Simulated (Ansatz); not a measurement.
WO3:
```
CELL_PARAMETERS angstrom
      5.31463     0.00000     0.00000
      0.00000     5.31463     0.00000
      0.00000     0.00000     3.93287
ATOMIC_POSITIONS crystal
  W  0.50000 0.00000 0.93560
  W  0.00000 0.50000 0.06440
  O  0.50000 0.00000 0.48942
  O  0.00000 0.50000 0.51058
  O  0.25000 0.25000 0.00000
  O  0.25000 0.75000 0.00000
  O  0.75000 0.75000 0.00000
  O  0.75000 0.25000 0.00000
```

Relaxed with PBEsol. Special points in fractions of this cell's reciprocal vectors: Γ (0.000, 0.000, 0.000); X (0.000, 0.500, 0.000); M (0.500, 0.500, 0.000); Z (0.000, 0.000, 0.500); R (0.000, 0.500, 0.500); A (0.500, 0.500, 0.500).

**Question.** List the band energies nearest the valence-band maximum at these points for PBEsol in the plane-wave PAW code Ansatz.

**Answer.** In eV from the valence-band maximum; about four levels below and three above (degenerate sets whole), none deeper than 8.9 eV; points with the same levels are listed once.

```tsv
k	below	above
Γ	-1.23 -1.15 -1.15 -0.01	0.57 1.45 1.45
X	-1.93 -1.93 -0.80 -0.80	3.09 3.09 3.39 3.39
M	-1.58 -1.58 -1.39 -1.39	1.59 1.59 4.08 4.08
Z	-1.15 -1.15 -0.29 -0.29 0.00	0.58 3.86 3.86
R	-0.87 -0.87 -0.61 -0.61	3.42 3.42 4.51 4.51
A	-1.86 -1.86 -0.31 -0.31	3.88 3.88 4.07 4.07
```

Space group P4/nmm. The first step of the workflow began from a Materials Project structure, measured or hypothetical; the Crystallography Open Database files this formula in space group No. 129, but the cells were not matched. Its standing as an ambient phase is unchecked. The PBEsol relaxation kept the symmetry of its start; whether a distortion lowers the energy is not shown. No spin polarisation was allowed. No Hubbard U is applied. Spin–orbit coupling is left out wherever it is not named.

Potentials: the later of the program's two PAW sets.
